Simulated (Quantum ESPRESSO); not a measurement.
Inputs of pw.x and gipaw.x (a modified build of Quantum ESPRESSO, PBE) for BaSrYNbO6; the starting potential comes from an earlier run on another mesh:

```
&CONTROL
  calculation = 'scf'
  prefix = 'x'
  pseudo_dir = './pseudo'
  outdir = './out'
  tprnfor = .true.
/
&SYSTEM
  ibrav = 0
  nat = 10
  ntyp = 5
  ecutwfc = 45
  ecutrho = 180
  occupations = 'fixed'
  nbnd = 40
/
&ELECTRONS
  conv_thr = 1e-11
  startingpot = 'file'
/
ATOMIC_SPECIES
Ba 137.327 Ba.GGA_PBE-JTH.UPF
Sr 87.620 Sr.GGA_PBE-JTH.UPF
Y 88.906 Y.GGA_PBE-JTH.UPF
Nb 92.906 Nb.GGA_PBE-JTH.UPF
O 15.999 O.GGA_PBE-JTH.UPF
CELL_PARAMETERS angstrom
   -0.000000000000     4.337514300000     4.209940350000
    4.209940350000     0.000000000000     4.209940350000
    4.209940350000     4.337514300000    -0.000000000000
ATOMIC_POSITIONS crystal
Ba     0.250000000000     0.250000000000     0.250000000000
Sr     0.750000000000     0.750000000000     0.750000000000
Y      0.500000000000     0.500000000000     0.500000000000
Nb     0.000000000000     0.000000000000     0.000000000000
O      0.763539989600     0.236460010400     0.236460010400
O      0.764703967600     0.235296032400     0.764703967600
O      0.236460010400     0.763539989600     0.763539989600
O      0.235296032400     0.764703967600     0.235296032400
O      0.763539989600     0.763539989600     0.236460010400
O      0.236460010400     0.236460010400     0.763539989600
K_POINTS automatic
4 4 4 1 1 1
```

```
&INPUTGIPAW
  job = 'nmr'
  prefix = 'x'
  tmp_dir = './out/'
  restart_mode = 'from_scratch'
  pawproj(1) = .true.
  pawproj(2) = .true.
  pawproj(3) = .true.
  pawproj(4) = .true.
  pawproj(5) = .true.
  use_nmr_macroscopic_shape = .false.
/
```

The cell was made here from a computed Materials Project entry: strained by +2 % along the cube axis and by -1 % across it, atoms relaxed (PBE without dispersion, pw.x of Quantum ESPRESSO, symmetry kept). The parent is BaSrYNbO6 in F-43m; whether this form has been observed was not checked. Stability against distortions was not tested. The run has no spin polarisation.

Q: What does gipaw.x print for the total shieldings?

A: 
```
     Total NMR chemical shifts in ppm: ---------------------------------------
     (adopting the Simpson convention for anisotropy and asymmetry)-----------

     Atom  1  Ba  pos: (  0.348238  0.358790  0.348238)  Total sigma:        5034.93
          5051.3163         -0.0000          0.0000
            -0.0000       5002.1511          0.0000
             0.0000          0.0000       5051.3163

     Ba      1    anisotropy:    -49.17    eta:    0.0000

     Atom  2  Sr  pos: (  1.044713  1.076371  1.044713)  Total sigma:        3072.32
          3080.0386         -0.0000         -0.0000
             0.0000       3056.8821         -0.0000
             0.0000          0.0000       3080.0386

     Sr      2    anisotropy:    -23.16    eta:    0.0000

     Atom  3  Y   pos: (  0.696475  0.717581  0.696475)  Total sigma:        2285.12
          2307.1274         -0.0000         -0.0000
            -0.0000       2241.1018         -0.0000
            -0.0000          0.0000       2307.1274

     Y       3    anisotropy:    -66.03    eta:    0.0000

     Atom  4  Nb  pos: (  0.000000  0.000000  0.000000)  Total sigma:         272.80
           285.0474         -0.0000         -0.0000
            -0.0000        248.2989          0.0000
            -0.0000          0.0000        285.0474

     Nb      4    anisotropy:    -36.75    eta:    0.0000

     Atom  5  O   pos: (  0.329377  0.717581  0.696475)  Total sigma:        -187.76
            18.2547          0.0000         -0.0000
             0.0000       -268.3515         17.6465
            -0.0000         17.3884       -313.1879

     O       5    anisotropy:    309.02    eta:    0.2762

     Atom  6  O   pos: (  0.696475  1.097474  0.696475)  Total sigma:        -172.11
          -248.0821          0.0000        -22.5043
             0.0000        -20.1749          0.0000
           -22.5043          0.0000       -248.0821

     O       6    anisotropy:    227.91    eta:    0.2962

     Atom  7  O   pos: (  1.063574  0.717581  0.696475)  Total sigma:        -187.76
            18.2547          0.0000          0.0000
             0.0000       -268.3515        -17.6465
             0.0000        -17.3884       -313.1879

     O       7    anisotropy:    309.02    eta:    0.2762

     Atom  8  O   pos: (  0.696475  0.337688  0.696475)  Total sigma:        -172.11
          -248.0821         -0.0000         22.5043
            -0.0000        -20.1749          0.0000
            22.5043         -0.0000       -248.0821

     O       8    anisotropy:    227.91    eta:    0.2962

     Atom  9  O   pos: (  0.696475  0.717581  1.063574)  Total sigma:        -187.76
          -313.1879        -17.3884          0.0000
           -17.6465       -268.3515          0.0000
             0.0000          0.0000         18.2547

     O       9    anisotropy:    309.02    eta:    0.2762

     Atom 10  O   pos: (  0.696475  0.717581  0.329377)  Total sigma:        -187.76
          -313.1879         17.3884         -0.0000
            17.6465       -268.3515         -0.0000
            -0.0000         -0.0000         18.2547

     O      10    anisotropy:    309.02    eta:    0.2762
```
The printed anisotropy is 3/2 (σ_33 − σ_iso) in the program's own order; the axes are left out here. Anisotropies that symmetry doesn't fix are less certain than the isotropic values. These are absolute shieldings with no macroscopic susceptibility term; δ = σ_ref − σ needs a reference computed alike. By our sweeps, such settings leave a few ppm in absolute σ on light atoms and up to some 20 ppm from Zn on. Spin–orbit coupling is left out; its weight grows with the heaviest atom, Ba here. Static lattice: thermal averaging is not included.
